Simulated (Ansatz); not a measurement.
# How the vibrations of Li$_{2}$Pd change with volume

These are results of DFT LDA, scalar-relativistic, plane waves, PAW (Ansatz), not measurements. Settings: 420 eV plane-wave cutoff, Γ-centred 12×12×16 mesh, Fermi-Dirac smearing of 0.15 eV. No spin polarisation. Phonons by linear response, acoustic sum rule imposed.

The cell, relaxed at this level:
```
Li Pd
1.0
     4.12147    0.00000    0.00000
    -2.06074    3.56930    0.00000
     0.00000    0.00000    2.62914
Li Pd
2 1
Direct
  0.33333 0.66667 0.50000
  0.66667 0.33333 0.50000
  0.00000 0.00000 0.00000
```

In a metal, frequencies depend on the k mesh and the smearing, soft modes most.

Cells at 0.98 and 1.02 times the equilibrium volume were relaxed in shape and atoms; γ = −d ln ν / d ln V, modes matched by rank.

**Question.** Give the optical frequencies at Γ (cm⁻¹) at the three volumes and the mode Grüneisen parameters.

**Answer.**
```csv
0.98 V,V,1.02 V,γ,degeneracy
93i,95i,98i,–,1
214,206,199,1.80,1
267,255,244,2.27,2
505,494,483,1.14,2
```

i marks imaginary modes: the cell is unstable against these displacements at all three volumes, and γ isn't given for them.

**Question.** What pressures hold the two strained cells, and what bulk modulus follows?

**Answer.** 1.26 GPa at 0.98 V and -1.14 GPa at 1.02 V, so B = −dP/d ln V ≈ 60 GPa.